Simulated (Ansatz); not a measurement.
Values for one crystal, relaxed and computed with plane-wave PAW r²SCAN (Ansatz code); other levels are named.

```yaml
volume_per_atom: 17.50 Å³
band_gap: 5.47 eV (indirect)
electron_effective_mass: 1.3, 1.6, 1.8 mₑ (principal values)
Bulk modulus (Birch–Murnaghan fit): 19.4 GPa
smallest_direct_gap_on_the_standard_path: 5.52 eV
valence_band_maximum: on the Σ0–Γ line, 18 % of the way from Σ0 (k = 0.250, 0.250, 0.000)
conduction_band_minimum: on the T–Y line, 60 % of the way from T (k = -0.500, -0.500, 0.198) (2 equivalent valleys)
```

Problem. Which compound is it?
(A) La2O3, La2O3 or Ni2Al3 type
(B) Rb2NaFeF6, Fm-3m (Rb on 8c, Na on 4b, Fe on 4a, F on 24e)
(C) Cs2P2Pd, Cmcm (Cs on 4c, Cs on 4c, P on 8g, Pd on 4a)
(D) K2TeOF4, Cmcm (Pearson symbol oS32)

Solution. D, K2TeOF4, Cmcm (Pearson symbol oS32)

The workflow started from a Materials Project entry (that database holds measured and hypothetical structures alike); the Crystallography Open Database files this formula in space group No. 63, but the cells were not matched. Whether it is the stable phase at ambient conditions was not checked. The r²SCAN relaxation kept the symmetry of its start; its stability against distortions is not shown here. Scalar-relativistic: spin–orbit coupling is off unless named, which matters more the heavier the elements.

Potentials: the later of the program's two PAW sets.
